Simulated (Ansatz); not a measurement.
**Computed properties of Nb2Si**

Nb$_{2}$Si:
```
CELL_PARAMETERS angstrom
      4.58166     0.00000     0.00000
     -2.29083     3.96783     0.00000
      0.00000     0.00000     5.39718
ATOMIC_POSITIONS crystal
  Si 0.33333 0.66667 0.25000
  Si 0.66667 0.33333 0.75000
  Nb 0.00000 0.00000 0.00000
  Nb 0.00000 0.00000 0.50000
  Nb 0.33333 0.66667 0.75000
  Nb 0.66667 0.33333 0.25000
```

Space group P6_3/mmc (No. 194); conventional cell a = b = 4.582 Å, c = 5.397 Å, α = β = 90.00°, γ = 120.00°.

Method: the program Ansatz at the PBE level (PAW). Structure relaxed to zero pressure with the same functional. Other levels are named where they apply.

**Cell and energy**

- Volume per atom = 16.35 Å³
- Density = 7.24 g/cm³
- Formation energy from the elements (no fitted shifts) = -0.35 eV/atom

**Electronic structure**

- Electronic character: metallic (no gap)
- Density of states at the Fermi level: 0.81 states/eV per atom (mean over ±0.08 eV)

**Mechanics**

- Bulk modulus (Birch–Murnaghan fit): 182 GPa
- Pressure derivative B′: 4.1

The cell is a constructed one: a structure type filled with these elements; neither database checked (COD, Materials Project) lists it. Its standing as an ambient phase is unchecked. Symmetry was held in the PBE relaxation; whether a distortion lowers the energy is not shown. No spin polarisation was allowed. The references are the lowest solids computed at this level, not always the standard phases. Spin–orbit coupling is left out wherever it is not named.

Potentials: the later of the program's two PAW sets.
